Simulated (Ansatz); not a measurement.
YTl (CsCl type, Pm-3m), plane-wave PAW r²SCAN (Ansatz code), all energies at zero smearing, with the estimated change up to a 700 eV cutoff added, with one set of potentials and settings (totals compare only within such a set). Cell of 2 atoms (1 Y, 1 Tl): -15319.254 eV.

```tsv
element	reference phase	E (eV/atom)
Y	P6_3/mmc, 2 atoms in the cell	-3859.7073
Tl	P6_3/mmc, 2 atoms in the cell	-11458.5836
```

Formation energy per atom, worked out: (-15319.254 − 1×(-3859.7073) − 1×(-11458.5836))/2 = -0.482 eV/atom (-46 kJ per mol of atoms), at 0 K, without zero-point energy or fitted corrections.

The first step of the workflow began from a Materials Project structure, measured or hypothetical; the Crystallography Open Database files this formula in space group No. 221, but the cells were not matched. Its standing as an ambient phase is unchecked. Symmetry was held in the r²SCAN relaxation; its stability against distortions is not shown here. The run is not spin-polarised. The references are the lowest solids computed at this level, not always the standard phases. Scalar-relativistic: spin–orbit coupling is off unless named, which matters more the heavier the elements.

Potentials: the later of the program's two PAW sets.
